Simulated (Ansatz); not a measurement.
## Rh (fcc, Cu type): frozen-phonon scan

Relaxed Rh (fcc, Cu type):

```yaml
crystal:
  lattice:
    - [0.00000, 3.83006, 3.83006]
    - [1.91503, 0.00000, 1.91503]
    - [1.91503, 1.91503, 0.00000]
  atoms:
    - { symbol: Rh, position: [0.00000, 0.00000, 0.00000] }
    - { symbol: Rh, position: [0.50000, 0.00000, 0.00000] }
```

The atoms are displaced by Q × the pattern below (from a DFPT mode at L = (0.5, 0.0, 0.0), largest move 1; Q in Å), at fixed cell. It is one choice among 2 degenerate patterns. (q is in reciprocal vectors of the primitive cell; the cell shown is doubled to hold the pattern.)

| atom | x | y | z |
|---|---|---|---|
| Rh1 | -0.285 | 0.520 | -0.805 |
| Rh2 | 0.285 | -0.520 | 0.805 |

Computed with PBE (plane waves to 420 eV, PAW, scalar-relativistic; Ansatz, a program for electronic structure). k mesh 21×21×21 (Γ-centred), Fermi-Dirac smearing 0.05 eV. Energies are smeared free energies. Compression counts positive. With partly filled bands, energies and forces of such displacements shift with the k mesh and the smearing. Rh is run without spin polarisation. Rh was relaxed with its symmetry unable to fall. The zero of ΔE is the undisplaced structure.

| Q (Å) | ΔE (eV/cell) | P (GPa) | −dE/dQ from forces (eV/Å) |
|---|---|---|---|
| -0.100 | 0.067 | 1.2 | 1.322 |
| -0.083 | 0.047 | 0.8 | 1.117 |
| -0.067 | 0.030 | 0.5 | 0.902 |
| -0.050 | 0.017 | 0.3 | 0.680 |
| -0.033 | 0.008 | 0.1 | 0.455 |
| -0.017 | 0.002 | 0.0 | 0.228 |
| 0.000 | 0.000 | 0.0 | 0.000 |
| 0.017 | 0.002 | 0.0 | -0.228 |
| 0.033 | 0.008 | 0.1 | -0.455 |
| 0.050 | 0.017 | 0.3 | -0.680 |
| 0.067 | 0.030 | 0.5 | -0.902 |
| 0.083 | 0.047 | 0.8 | -1.117 |
| 0.100 | 0.067 | 1.2 | -1.322 |

Key numbers:

| Item | Result |
|---|---|
| Energy at Q = 0.100 Å | 67 meV/cell |
| Space group of the distorted cell | P-1 (No. 2), lowered from Fm-3m |
| Symmetry of the curve | even: the same for both signs |
| Shape of the curve | a single well with its minimum at or next to zero displacement |
| Harmonic wavenumber from the curvature (finite differences) | 134 cm⁻¹ |

(A displaced cell: forces are minus the slopes of the energy, force constants its curvatures, and phonons follow from these.)
